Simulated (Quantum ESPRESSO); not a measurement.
GaAl2InP4, convergence and cost over cutoff and k mesh

Simulated, not a measurement. The program is pw.x of Quantum ESPRESSO 7.5 (plane-wave density functional theory). The cell is made up: 8 atoms on a zincblende/diamond lattice, with randomly drawn elements, strain and displacements, not relaxed. PseudoDojo standard norm-conserving files (v0.5 for PBE, v0.4.1 for LDA and PBEsol) set the functional; there is no spin polarisation, spin-orbit coupling or dispersion term, and the masses in the input are unused placeholders.

Input of the run in row 4:

```
&control calculation='scf', pseudo_dir='./dojo.nc.sr.pbe.v0_5.standard.upf', outdir='./o', disk_io='medium', tprnfor=.true., tstress=.true. /
&system ibrav=0, nat=8, ntyp=4, nbnd=32, ecutwfc=79.96652505, nosym=.true., tot_charge=0,
 occupations='smearing', smearing='fd', degauss=0.0018374661
/
&electrons conv_thr=7.350e-09, electron_maxstep=60, /
ATOMIC_SPECIES
Al 1.0 Al.upf
Ga 1.0 Ga.upf
In 1.0 In.upf
P 1.0 P.upf
CELL_PARAMETERS angstrom
5.6645 0.0452 0.0006
0.0452 5.547 0.0005
0.0006 0.0005 5.6028
ATOMIC_POSITIONS angstrom
Ga 0.0402 -0.0873 -0.021
Al 0.0137 2.7545 2.7494
In 2.8549 0.1145 2.803
Al 2.7522 2.8157 -0.0045
P 1.4872 1.4365 1.4449
P 1.5475 4.1813 4.2135
P 4.2824 1.425 4.2354
P 4.2596 4.2163 1.3286
K_POINTS automatic
4 4 4 1 1 1
```

The same cell was run at these settings. Meshes are shifted by half a step, and differences are from the last row, which is itself not exact.

| cutoff (eV) | k mesh | k points solved | threshold (eV) | free energy less the last row's (eV) | pressure (GPa) | largest stress difference (GPa) | largest force difference (eV/Å) | iterations | wall time (s) | k-point pools | processor |
| --- | --- | --- | --- | --- | --- | --- | --- | --- | --- | --- | --- |
| 762 | 2 x 2 x 2 | 4 | 1e-04 | 2.150 | -12.15 | 14.18 | 0.043 | 7 | 26 | 1 | AMD EPYC, Zen 5 class |
| 1088 | 1 x 1 x 1 | 1 | 1e-07 | 7.735 | 6.94 | 5.07 | 0.321 | 11 | 33 | 1 | AMD EPYC, Zen 5 class |
| 573 | 4 x 4 x 4 | 32 | 1e-07 | 28.368 | -116.96 | 119.06 | 0.031 | 10 | 97 | 1 | AMD EPYC, Zen 5 class |
| 1088 | 4 x 4 x 4 | 32 | 1e-07 | 0.006 | 1.92 | 0.00 | 0.001 | 10 | 270 | 1 | AMD EPYC, Zen 5 class |
| 1377 | 6 x 6 x 6 | 108 | 1e-07 | 0.000 | 1.92 | 0.00 | 0.000 | 10 | 1476 | 1 | AMD EPYC, Zen 5 class |

Each pool is one process. Wall times include start-up and a band step at six k points, which weighs most on the coarsest meshes. The runs were on shared virtual cores whose load varied, so times are rough.